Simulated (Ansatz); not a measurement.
An Ansatz (a first-principles code) run. Input:

Ansatz 0.2 input:
```yaml
crystal:
  lattice:
    - [2.2160549836, 1.2794399413, 3.9206658912]
    - [-2.2160549836, 1.2794399413, 3.9206658912]
    - [0.0, -2.5588798826, 3.9206658912]
  atoms:
    - { symbol: Al, position: [0.5, 0.5, 0.5] }
    - { symbol: Al, position: [0.0, 0.0, 0.0] }
    - { symbol: H, position: [0.3774585722, 0.75, 0.1225414278] }
    - { symbol: H, position: [0.6225414278, 0.25, 0.8774585722] }
    - { symbol: H, position: [0.1225414278, 0.3774585722, 0.75] }
    - { symbol: H, position: [0.8774585722, 0.6225414278, 0.25] }
    - { symbol: H, position: [0.75, 0.1225414278, 0.3774585722] }
    - { symbol: H, position: [0.25, 0.8774585722, 0.6225414278] }
kpoints:
  mp_grid: { grid: [5, 5, 5] }
hamiltonian:
  xc: hse06
  pseudopotentials: { kind: paw }
scf:
  n_extra_bands: 8
  occupations: { method: fixed }
output:
  eigenvalues: true
  eigenstates:
    e_range: [-9.0, 12.5]
    kpoints:
      - [0.078125, 0.34375, 0.40625]  # VBM
      - [0.0, 0.0, 0.0]  # CBM
      - [0.0, 0.0, 0.0]  # GAMMA
      - [0.5, 0.5, 0.5]  # T
      - [0.5, 0.0, 0.0]  # L
      - [0.5, 0.0, 0.5]  # F
      - [0.3688309246, -0.3688309246, 0.0]  # S_0
      - [0.6311690754, 0.0, 0.3688309246]  # S_2
      - [0.5, -0.2376618493, 0.2376618493]  # H_0
      - [0.7623381507, 0.2376618493, 0.5]  # H_2
```

Output (shortened):

```
Pseudopotential: Al, paw, valence charge 3
Pseudopotential: H, paw, valence charge 1
Functional definition: HSE06
davidson cushion auto → on  (no smearing: the cushion is to keep the highest requested band from converging to the state above it …
Crystal: 8 atoms, lattice volume = 66.698 Å³
Basis set: ecut = 420 eV, 1309 PW (Γ)
Bands: 14, of which v1, the nominal top of the filled ones, is band 6 counted from 1 (5 counted from 0)
Symmetry: 12 space group operations
Space group: R-3c (ITA 167), of the structure as read, at distance tolerance 4.1e-5 Å
k-points: 19 of 125
SCF iter   1: F=—  HF=-1170.243821 eV  |F-HF|=—  |Δ(HF+E_count)|=         —  Δρ=7.59e-4  dr2=2.26e-4  ethr=1.77e-3  ⟨swp⟩=2.0  Hψ=2158  notcnv=0
preconditioner: auto → none
SCF iter   2: F=-1170.244595 eV  HF=-1170.244389 eV  |F-HF|=2.06e-4  |Δ(HF+E_count)|=   5.68e-4  Δρ=3.63e-4  dr2=3.89e-5  ethr=1.88e-6  ⟨swp⟩=4.1  Hψ=815  notcnv=0
SCF 1 stopped early in 2 iterations: F = -1170.244595 eV  dr2 = 3.89e-5
Crystal: 8 atoms, lattice volume = 66.698 Å³
Exchange kernel: α = 0.2500, screened, ω = 0.2079 Å⁻¹, Wigner–Seitz truncation, v(0) = 1046.2743 eV·Å³, q-mesh 5×5×5, nearest image of the exchange supercell L …
Frozen-core exchange: fock
SCF iter   1: F=—  HF=-1171.402336 eV  |F-HF|=—  |Δ(HF+E_count)|=         —  Δρ=2.48e-3  dr2=4.99e-3  ethr=3.24e-6  ⟨swp⟩=6.9  Hψ=1416  notcnv=0
preconditioner: auto → none
SCF iter   2: F=—  HF=-1171.399946 eV  |F-HF|=—  |Δ(HF+E_count)|=   2.39e-3  Δρ=1.06e-3  dr2=1.04e-3  ethr=3.24e-6  ⟨swp⟩=4.0  Hψ=984  notcnv=0
SCF iter   3: F=—  HF=-1171.403115 eV  |F-HF|=—  |Δ(HF+E_count)|=   3.17e-3  Δρ=3.95e-4  dr2=1.15e-4  ethr=3.24e-6  ⟨swp⟩=3.1  Hψ=803  notcnv=0
iter 4 solved again at ethr=1.15e-8 eV; its pass at ethr=7.73e-7 eV (dr2=1.38e-6 eV) is discarded
SCF iter   4: F=—  HF=-1171.403081 eV  |F-HF|=—  |Δ(HF+E_count)|=   3.39e-5  Δρ=4.97e-5  dr2=4.58e-6  ethr=1.15e-8  ⟨swp⟩=3.9  Hψ=1541  notcnv=0
SCF iter   5: F=-1171.403105 eV  HF=-1171.403105 eV  |F-HF|=2.48e-7  |Δ(HF+E_count)|=   2.40e-5  Δρ=3.61e-5  dr2=8.26e-7  ethr=1.07e-8  ⟨swp⟩=4.1  Hψ=899  notcnv=0
SCF 2 stopped early in 5 iterations: F = -1171.403105 eV  dr2 = 8.26e-7
hybrid outer 1: dexx = +3.763e-3 eV, tail = 3.15e-6 eV
Crystal: 8 atoms, lattice volume = 66.698 Å³
Exchange kernel: α = 0.2500, screened, ω = 0.2079 Å⁻¹, Wigner–Seitz truncation, v(0) = 1046.2743 eV·Å³, q-mesh 5×5×5, nearest image of the exchange supercell L …
Frozen-core exchange: fock
SCF iter   1: F=—  HF=-1171.403133 eV  |F-HF|=—  |Δ(HF+E_count)|=         —  Δρ=1.53e-5  dr2=1.20e-7  ethr=1.31e-7  ⟨swp⟩=2.1  Hψ=609  notcnv=0
preconditioner: auto → none
iter 2 solved again at ethr=5.86e-11 eV; its pass at ethr=9.66e-10 eV (dr2=7.04e-9 eV) is discarded
SCF iter   2: F=-1171.403133 eV  HF=-1171.403133 eV  |F-HF|=2.57e-9  |Δ(HF+E_count)|=   1.91e-8  Δρ=4.59e-6  dr2=9.98e-9  ethr=5.86e-11  ⟨swp⟩=2.1  Hψ=1493  notcnv=0
SCF 3 converged in 2 iterations: F = -1171.403133 eV  dr2 = 9.98e-9
hybrid outer 2: dexx = +2.383e-8 eV, tail = 2.09e-8 eV, Δε = 4.69e-4 eV (about 5.41e-5 eV left of the loop's levels)
NSCF: frozen V_eff on 10 k-points
hybrid SCF converged: 2 outer / 7 inner (+2 warm-up), last move |dexx| = 2.38e-8 eV, tail = 2.09e-8 eV
Stability not checked (fock_operator)
Free energy (F): -1171.403133 eV
Frozen-core exchange: fock
Harris-Foulkes:  -1171.403133 eV  (|F-HF|=2.57e-9)
Internal energy: -1171.403133 eV  (E = F + TS)
E sigma→0 (E₀):  -1171.403133 eV
Fermi energy:    0.413333 eV
--- Per-component energies (eV) ---
  E_band       = -36.677452
  E_kinetic    = 134.481744
  E_local      = -93.869352  (includes V_loc(G=0)·N_el)
  E_nonlocal   = 27.436833
  E_hartree    = 24.502288
  E_xc         = -110.562012
  E_vxc        = -105.901874  (∫ρ·V_xc dr)
  E_exx        = -18.822047  (= α·E_x^exact, valence–valence)
  E_paw        = -944.697797  (= ΣΔE_a)
  E_vpaw       = -10.177284  (= ΣTr[D̂ρ^β])
  E_aug_tail   = -0.007961  (compensation charges beyond the density's cutoff)
  E_ewald      = -189.775132
  E_core_change = -0.089696  (= ΣΔE_core)
  E_smearing   =  0.000000  (= −TS)
  E_closure    =  0.000000  (closes the sum)
  Σ components = -1171.403133   (vs F -1171.403133, Δ=0.00e0)
  [band-id]    e_kinetic+e_local+e_nonlocal+2·e_hartree+e_vxc+2·e_exx+e_vpaw+e_augmentation_tail = -36.677414   (vs E_band -36.677452, Δ=3.78e-5)
--- Band table (eV; the first three rows and the last of 19) ---
  k-point 0: bands = ["-9.1680", "-2.2476", "-1.5379", "-1.5379", "0.3164", "0.3164", "3.9078", "7.5516", "7.7079", "7.7079", "8.7356", "8.7356", "8.9797", "11.0510"]
  k-point 1: bands = ["-8.7329", "-3.0559", "-2.0258", "-1.6067", "-0.1749", "0.0293", "4.7191", "7.0633", "7.4806", "8.0028", "8.5579", "9.9458", "11.3803", "13.1327"]
  k-point 2: bands = ["-7.4535", "-5.4371", "-1.6204", "-1.5608", "-0.9655", "-0.7322", "5.3704", "5.9757", "8.6762", "9.1437", "10.8629", "12.6750", "13.1456", "13.3273"]
  k-point 18: bands = ["-6.7595", "-6.2105", "-2.8163", "-1.9118", "-0.6112", "-0.0466", "7.1408", "7.4239", "8.9059", "9.6337", "10.0415", "12.3672", "12.9009", "12.9882"]
```

Cost: around 60 core-seconds (rough) on shared cores.

The points marked VBM and CBM come from a semilocal run.

The first step of the workflow began from a Materials Project structure, measured or hypothetical; the Crystallography Open Database files this formula in space group No. 167, but the cells were not matched. Its standing as an ambient phase is unchecked. The cell was relaxed with r²SCAN under the symmetry of its start; phonons on a q-mesh show no instability.

Potentials: the later of the program's two PAW sets.

Ansatz is a plane-wave DFT program.
